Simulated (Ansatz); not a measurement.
CdS:
```
CELL_PARAMETERS angstrom
      4.16414     0.00000     0.00000
     -2.08207     3.60625     0.00000
      0.00000     0.00000     6.76581
ATOMIC_POSITIONS crystal
  Cd 0.66667 0.33333 0.00108
  Cd 0.33333 0.66667 0.50108
  S  0.66667 0.33333 0.62412
  S  0.33333 0.66667 0.12412
```

Relaxed with r²SCAN. Special points in fractions of this cell's reciprocal vectors: Γ (0.000, 0.000, 0.000); M (0.500, 0.000, 0.000); K (0.333, 0.333, 0.000); A (0.000, 0.000, 0.500); L (0.500, 0.000, 0.500); H (0.333, 0.333, 0.500).

### Question
List the band energies nearest the valence-band maximum at these points for plane-wave PAW r²SCAN (Ansatz code).

### Answer
In eV from the valence-band maximum; about four levels below and three above (degenerate sets whole), none deeper than 8.9 eV; points with the same levels are listed once.

```tsv
k	below	above
Γ	-0.74 -0.74 -0.04 0.00 0.00	1.63 3.23 6.99 6.99
M	-2.59 -1.84 -1.26 -0.74	4.15 4.26 5.43
K	-3.05 -1.81 -1.81 -1.62	4.97 5.55 5.55
A	-0.38 -0.38 -0.38 -0.38	3.27 3.27 6.60 6.60
L	-1.32 -1.32 -1.29 -1.29	3.88 3.88 5.80 5.80
H	-2.39 -2.39 -1.09 -1.09	4.85 4.85 6.41 6.41
```

Space group P6_3mc (wurtzite). The cell was relaxed with r²SCAN under the symmetry of its start; phonons on a q-mesh show no instability. Scalar-relativistic: spin–orbit coupling is off unless named, which matters more the heavier the elements.

Potentials: the later of the program's two PAW sets.
